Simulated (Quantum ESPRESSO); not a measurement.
# Kohn-Sham bands of TlSbTe2 (R-3m)

```
CELL_PARAMETERS angstrom
     -2.23261     3.86699     0.00000
     -4.46522     0.00000     0.00000
     -2.23261     1.28900     7.90943
ATOMIC_POSITIONS crystal
  Tl 0.00000 0.00000 0.00000
  Sb 0.50000 0.50000 0.50000
  Te 0.76081 0.76081 0.71758
  Te 0.23919 0.23919 0.28242
```

Materials Project entry mp-4573; symmetrised, unrelaxed at this level. COD (Crystallography Open Database) has an entry of this formula and space group (matched by these alone). Level: PBEsol, spinors with spin-orbit coupling; pw.x of Quantum ESPRESSO at 64 Ry with PseudoDojo potentials, 4×4×4 k-points, Wannier90. Density: 8×8×8 mesh, cold smearing 0.01 Ry. With spin-orbit coupling a semilocal functional can close or falsely invert a small gap; the band order was not checked against a better method. The gap is small at this level and was sampled on the meshes and a path alone.

Energies are relative to the valence-band maximum; weights are on the orthonormalised atomic waves of the pseudopotential files, averaged over the group. 60 electrons a cell are treated as valence.

```
bands  from (eV)  to (eV)  filling  weight on atomic waves
-----  ---------  -------  -------  ----------------------
1–8       -37.34   -37.34   filled                       ?
9–20      -35.88   -35.87   filled                       ?
21–24     -30.02   -30.02   filled                       ?
25–30     -28.78   -28.77   filled                       ?
31–38     -12.48   -10.68   filled                       ?
39–44     -10.07    -9.86   filled                       ?
45–46      -9.42    -7.53   filled                       ?
47–60      -5.91     0.00   filled                       ?
```

Q: Which atomic shells make up each group?

A: 
- 1–8, weight on atomic waves: Te 4d 100 %
- 9–20, weight on atomic waves: Te 4d 100 %
- 21–24, weight on atomic waves: Sb 4d 100 %
- 25–30, weight on atomic waves: Sb 4d 100 %
- 31–38, weight on atomic waves: Tl 5d 53 %, Te 5s 34 %, Sb 5s 5 %
- 39–44, weight on atomic waves: Tl 5d 95 %
- 45–46, weight on atomic waves: Sb 5s 58 %, Te 5s 22 %, Te 5p 14 %
- 47–60, weight on atomic waves: Te 5p 57 %, Sb 5p 18 %, Tl 6s 13 %

The Kohn-Sham gap over both meshes and the path is 0.13 eV.
